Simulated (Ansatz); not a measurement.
## Bi2Te3: ²⁰⁹Bi NMR of the central transition

Cell: a structure deposited in the COD whose atoms were relaxed with PBE, the cell held.

```
CELL_PARAMETERS angstrom
2.19300 1.26613 10.16567
-2.19300 1.26613 10.16567
0.00000 -2.53226 10.16567
ATOMIC_POSITIONS crystal
Bi 0.39998 0.39998 0.39998
Bi 0.60002 0.60002 0.60002
Te 0.00000 0.00000 0.00000
Te 0.20979 0.20979 0.20979
Te 0.79021 0.79021 0.79021
```

Sites (sets of like atoms) are named by element and the number of their first atom in this list.

Method: Kohn–Sham DFT in Ansatz, r2SCAN, plane waves and PAW, scalar-relativistic, 500 eV cutoff, Γ-centred 12×12×12 k-points, Fermi–Dirac smearing 0.02 eV.

²⁰⁹Bi has I = 9/2 and Q = -516.0 mb (Pyykkö 2018); at 28.2 T its Larmor frequency is ν₀ = 196.3 MHz (from the bare nuclear moment; shielding lowers the observed one by a per cent or two). Only the quadrupole interaction is simulated: positions count from each site's isotropic chemical shift, and J coupling is left out, as are shift anisotropy and dipolar coupling, which fast spinning averages.

(1) Give C_Q, η, the quadrupolar product P_Q = |C_Q|(1 + η²/3)^½, the second-order isotropic shift and the breadth of the pattern (fast magic-angle spinning) for each Bi site.

Answers

(1) 

```json
{"site": "Bi", "first shell": "6 Te at 3.07–3.25 Å", "C_Q (MHz)": "-42.7", "η": "0.00", "P_Q (MHz)": "42.7", "δ_QIS (ppm)": "-65.8", "breadth (kHz)": "27.7"}
```

δ_QIS = −(ν_Q²/30ν₀²)[I(I+1) − 3/4](1 + η²/3) × 10⁶ ppm with ν_Q = 3|C_Q|/[2I(2I−1)]; it falls as 1/B₀² in ppm, and the breadth as 1/B₀ in kHz.

The broadest static pattern spans 67 kHz. The table holds for spinning faster than that; slower spinning leaves sidebands.

An axis of threefold or higher order runs through Bi, so V_zz lies along it and η is zero.

Spin–orbit coupling is left out, which shifts gradients on Bi by a few per cent in wide-gap crystals, and can shift them far more where the calculated gap is small or absent, as here. Newer work puts Q(²⁰⁹Bi) near −420 mb, which would lower these couplings by about a fifth.
